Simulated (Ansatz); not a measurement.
Rh:
Space group Fd-3m, origin choice 1 (No. 227); a = 5.460 Å, b = 5.460 Å, c = 5.460 Å, α = 90.00°, β = 90.00°, γ = 90.00°

```json
[
 {"atom": "Rh", "site": "8b", "symmetry": "-43m", "x": "0.5000", "y": "0.5000", "z": "0.5000"}
]
```
(The calculation used a cell of 2 atoms; values per cell refer to that cell.)

Relaxed with r²SCAN.

Task: Which orbitals make up the states near the Fermi level in the program Ansatz at the r²SCAN level (PAW)?

Result: Within 0.5 eV of the Fermi level: Rh 4d 90 %, Rh 5s 8 %. Projections are on Löwdin-orthogonalised atomic valence shells; empty p or d shells of many metals are not among them.

Task: Tabulate the density of states.

Result: States/eV per cell of 2 atoms, in 0.25 eV bins, energy from the Fermi level.

| E (eV) | total | Rh 4d | Rh 5s | Rh 4p |
|---|---|---|---|---|
| -6.00 | 0.00 | 0.00 | 0.00 | 0.00 |
| -5.75 | 0.07 | 0.00 | 0.07 | 0.00 |
| -5.50 | 0.14 | 0.00 | 0.14 | 0.00 |
| -5.25 | 5.55 | 5.32 | 0.21 | 0.00 |
| -5.00 | 5.34 | 5.01 | 0.31 | 0.01 |
| -4.75 | 4.38 | 3.87 | 0.48 | 0.01 |
| -4.50 | 3.42 | 3.27 | 0.13 | 0.01 |
| -4.25 | 6.07 | 5.86 | 0.17 | 0.02 |
| -4.00 | 5.29 | 4.82 | 0.43 | 0.02 |
| -3.75 | 4.73 | 3.84 | 0.85 | 0.02 |
| -3.50 | 5.73 | 4.76 | 0.92 | 0.02 |
| -3.25 | 3.03 | 2.78 | 0.21 | 0.02 |
| -3.00 | 2.47 | 2.18 | 0.26 | 0.01 |
| -2.75 | 2.60 | 2.26 | 0.30 | 0.02 |
| -2.50 | 2.73 | 2.36 | 0.31 | 0.02 |
| -2.25 | 2.61 | 2.36 | 0.20 | 0.01 |
| -2.00 | 2.33 | 2.14 | 0.14 | 0.01 |
| -1.75 | 2.24 | 2.08 | 0.10 | 0.01 |
| -1.50 | 2.98 | 2.78 | 0.12 | 0.01 |
| -1.25 | 2.52 | 2.38 | 0.08 | 0.01 |
| -1.00 | 1.38 | 1.31 | 0.05 | 0.01 |
| -0.75 | 0.96 | 0.80 | 0.13 | 0.01 |
| -0.50 | 1.45 | 1.13 | 0.28 | 0.01 |
| -0.25 | 2.42 | 2.06 | 0.29 | 0.01 |
| 0.00 | 3.26 | 2.92 | 0.26 | 0.01 |
| 0.25 | 3.68 | 3.36 | 0.22 | 0.01 |
| 0.50 | 5.86 | 5.60 | 0.19 | 0.01 |
| 0.75 | 2.16 | 1.82 | 0.28 | 0.00 |
| 1.00 | 0.69 | 0.38 | 0.26 | 0.00 |
| 1.25 | 0.48 | 0.20 | 0.23 | 0.00 |
| 1.50 | 0.39 | 0.13 | 0.20 | 0.00 |
| 1.75 | 0.33 | 0.09 | 0.18 | 0.00 |
| 2.00 | 0.63 | 0.21 | 0.37 | 0.00 |
| 2.25 | 0.88 | 0.25 | 0.53 | 0.01 |
| 2.50 | 0.69 | 0.16 | 0.43 | 0.00 |
| 2.75 | 0.70 | 0.14 | 0.45 | 0.00 |
| 3.00 | 0.64 | 0.11 | 0.41 | 0.00 |
| 3.25 | 0.52 | 0.08 | 0.32 | 0.00 |
| 3.50 | 0.59 | 0.08 | 0.31 | 0.00 |
| 3.75 | 0.67 | 0.07 | 0.29 | 0.00 |
| 4.00 | 0.66 | 0.06 | 0.28 | 0.00 |
| 4.25 | 0.67 | 0.06 | 0.26 | 0.00 |
| 4.50 | 0.71 | 0.05 | 0.25 | 0.00 |
| 4.75 | 0.74 | 0.05 | 0.23 | 0.00 |

The start of the workflow was typed in or built on a structure type; neither database checked (COD, Materials Project) lists it. It is not the phase usual at ambient conditions (space group No. 225). The cell was relaxed with r²SCAN under the symmetry of its start. At this level the phase is mechanically unstable. The workflow began spin-polarised and lost its moments. Spin–orbit coupling is left out wherever it is not named.

Potentials: the later of the program's two PAW sets.
